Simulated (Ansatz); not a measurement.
Given:

Relaxed MoS₂ (2H-MoS2 type, space group P6_3/mmc):

```xyz
6
Lattice="3.1494 0.0000 0.0000 -1.5747 2.7275 0.0000 0.0000 0.0000 12.0915" Properties=species:S:1:pos:R:3 pbc="T T T"
Mo     0.0000     1.8183     3.0229
Mo     1.5747     0.9092     9.0686
S      0.0000     1.8183     7.5028
S      1.5747     0.9092     1.4571
S      1.5747     0.9092     4.5887
S      0.0000     1.8183    10.6344
```

In this cell atom 4 (S, nearest neighbour Mo at 2.400 Å; its periodic images, 3.1 Å or more away, move with it) is moved by s along Cartesian x, unit vector (1.000, 0.000, 0.000); all other atoms and the cell stay fixed.

The numbers are results of PBE-D3(BJ) (plane waves to 420 eV, PAW, scalar-relativistic; Ansatz, an electronic-structure program), not measurements. k mesh 10×10×3 (Γ-centred), Fermi-Dirac smearing 0.05 eV. The energy includes the smearing's −TS. As the smearing reaches across the gap at some points, energies and forces of such displacements shift with the k mesh and the smearing. MoS2 is run without spin polarisation. MoS2 was relaxed with its symmetry unable to fall. The PAW data are Ansatz's earlier set. The zero of ΔE is the undisplaced structure.

The scan covers s from -0.720 to 0.720 Å in 11 points.

Question: Is the energy the same for equal positive and negative displacements?

Answer: Even: the same for both signs. With its periodic images moving along, the atom's site symmetry in this cell is 3m..

Question: What force acts on the atom along the line at s = -0.720 Å?

Answer: 4.89 eV/Å.

Question: What is the force constant k = d²E/ds² of this move at s = 0?

Answer: 9.86 eV/Å².

(For displaced atoms, the force is minus the slope of the energy, and its curvature is a force constant, which sets phonon frequencies.)
